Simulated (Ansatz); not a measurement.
Suppose CaInC₄N₄ takes space group P4/mmm (No. 123), with Ca on 1a; In on 1c; C on 4j; N on 4j. The guess for CaInC₄N₄ was made by a generator: stacked square cyanide-bridged sheets.

Level of theory: Ansatz, DFT PBE, scalar-relativistic, plane waves, PAW. Cutoff 420 eV, Γ-centred mesh, Gaussian smearing, no spin polarisation.

The zero of energy is the elements' standard structures at the same level (N₂ as a molecule); no fitted shifts are applied.

Task: Which cell and coordinates does it relax to?

Result:

Space group P4/mmm (No. 123). a = 8.240 Å, b = 8.240 Å, c = 3.826 Å, α = 90.00°, β = 90.00°, γ = 90.00°
```tsv
atom	site	symmetry	x	y	z
Ca	1a	4/mmm	0.0000	0.0000	0.0000
In	1c	4/mmm	0.5000	0.5000	0.0000
C	4j	m.2m	0.2138	0.7862	0.0000
N	4j	m.2m	0.3142	0.6858	0.0000
```

Around Ca lie 4 C at 2.49 Å; In is surrounded by 4 N at 2.17 Å; around C lie 1 N at 1.17 Å and 1 Ca at 2.49 Å; N has 1 C at 1.17 Å and 1 In at 2.17 Å. Another local minimum with the same sites may exist.

Task: And its energy and gap?

Result: The formation energy is +0.39 eV/atom and the gap on the 6×6×10 mesh of the 10-atom cell is 0 eV (a metal). The separate elements lie lower, so it is unstable against them.

The last run used Gaussian smearing of 0.10 eV. An odd number of electrons in the primitive cell allows no gap without spin; a larger cell or a magnetic state could open one. The reference form of C is held partly by dispersion forces, which this level lacks. A structure relaxed within its symmetry needn't be a true minimum.
